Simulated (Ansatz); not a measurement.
A plane-wave DFT run in Ansatz 0.2.0 (scalar-relativistic PAW potentials unless the input names others): input and command.

```yaml
crystal:
  lattice:
    - [1.9892049071, 1.1484679886, 10.160323887]
    - [-1.9892049071, 1.1484679886, 10.160323887]
    - [0.0, -2.2969359771, 10.160323887]
  atoms:
    - { symbol: Sc, position: [0.3790580875, 0.3790580875, 0.3790580875] }
    - { symbol: Sc, position: [0.6209419125, 0.6209419125, 0.6209419125] }
    - { symbol: Br, position: [0.0, 0.0, 0.0] }
    - { symbol: Br, position: [0.2341997652, 0.2341997652, 0.2341997652] }
    - { symbol: Br, position: [0.7658002348, 0.7658002348, 0.7658002348] }
basis:
  ecutwfc: 420
kpoints:
  mp_grid: { grid: [12, 12, 12] }
hamiltonian:
  xc: pbe
scf:
  max_iter: 75
output:
  forces: true
  eigenvalues: true
  stress: true
```

```bash
ansatz run input.yaml --threads 1 --pin off --max-ram 2560MiB --backend cpu --events-out ev --progress --plain --runs-dir out
```

Question: What will the program do with this input?

Answer: The program refuses it, because of no occupation method (scf.occupations: {"method": "gaussian", "width": 0.1} → not typed). With the sound run's settings it is accepted.

Abridged log:
```
Error: YAML parse error: `scf.occupations.method` is required: fixed only where the cell keeps a band gap throughout the run, explicit beside scf.occupations.values (under evaluate: without them), else a smearing such as fermi_dirac (scf.occupations.width is optional; its entry in the input reference gives the default)
```